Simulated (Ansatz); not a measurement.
ZrTi3C4: computed properties

The calculation used Ansatz, DFT PBE, scalar-relativistic, plane waves, PAW.

Cutoff 420 eV; k points 8×8×12 on the computed 8-atom cell (Γ-centred); Gaussian smearing, width 0.10 eV; no spin polarisation.

The structure is relaxed at this level of theory with its symmetry kept, and needn't be the ground state of this composition.

```yaml
crystal:
  lattice:
    - [3.13662, -4.43373, 0.00000]
    - [3.13662, 4.43373, 0.00000]
    - [0.00000, 0.00000, 3.14314]
  atoms:
    - { symbol: Zr, position: [0.50000, 0.50000, 0.00000] }
    - { symbol: Ti, position: [0.00000, 0.00000, 0.00000] }
    - { symbol: Ti, position: [0.00000, 0.50000, 0.50000] }
    - { symbol: Ti, position: [0.50000, 0.00000, 0.50000] }
    - { symbol: C, position: [0.75558, 0.24442, 0.00000] }
    - { symbol: C, position: [0.24442, 0.75558, 0.00000] }
    - { symbol: C, position: [0.76136, 0.76136, 0.50000] }
    - { symbol: C, position: [0.23864, 0.23864, 0.50000] }
```

```json
{
 "Space group": "Cmmm (No. 65)",
 "Volume per atom": "10.93 Å³",
 "Formation energy from the elements' standard states (uncorrected)": "-0.782 eV/atom",
 "Kohn–Sham band gap": "none (metal)",
 "Density of states at the Fermi level": "1.2 states/eV per cell",
 "Orbital (Löwdin) character within 0.5 eV of the Fermi level": "C 2p 50 %, Ti 3d 38 %, Zr 4d 9 %",
 "Bader charge by site (e)": "Zr (1 in the cell) 1.87, Ti (1 in the cell) 1.71, Ti (2 in the cell) 1.69, C (2 in the cell) -1.73, C (2 in the cell) -1.75"
}
```

The cell was found from a structure generator's guess, not taken from experiment. Löwdin shares on free-atom orbitals overweight diffuse shells.
